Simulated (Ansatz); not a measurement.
ZnS (wurtzite, P6_3mc), plane-wave PAW PBEsol (Ansatz code). The conduction-band minimum lies at Γ, with 1 equivalent valley. Second derivatives d²E/dk² of the lowest band at one valley (eV·Å²), along Cartesian directions:

| direction | d²E/dk² |
|---|---|
| [100] | 42.48 |
| [010] | 42.48 |
| [001] | 48.88 |
| [110] | 42.48 |
| [101] | 45.69 |
| [011] | 45.69 |

Question: Find the principal effective masses, the density-of-states mass and the conductivity mass.

Answer: Off-diagonal terms follow from H_xy = H[110] − (H_xx + H_yy)/2, and m*/mₑ = 7.620 eV·Å² over each eigenvalue: 0.16, 0.18, 0.18. One valley's DOS mass (m₁m₂m₃)^(1/3) = 0.17, conductivity mass 3/(Σ 1/mᵢ) = 0.17 mₑ.

Question: What effective density of states Nc follows at 300 K for parabolic valleys?

Answer: Nc = 2.509e19 × 1 × (0.17)^(3/2) ≈ 1.8e18 cm⁻³.

The cell was relaxed with PBEsol under the symmetry of its start.

Potentials: the earlier of the program's two PAW sets. The files were generated under PBE; for other functionals the program regenerates the frozen cores, and for LDA and PBEsol the local potential too.

Edges and masses are those of Kohn–Sham bands, whose gap is no quasiparticle gap.
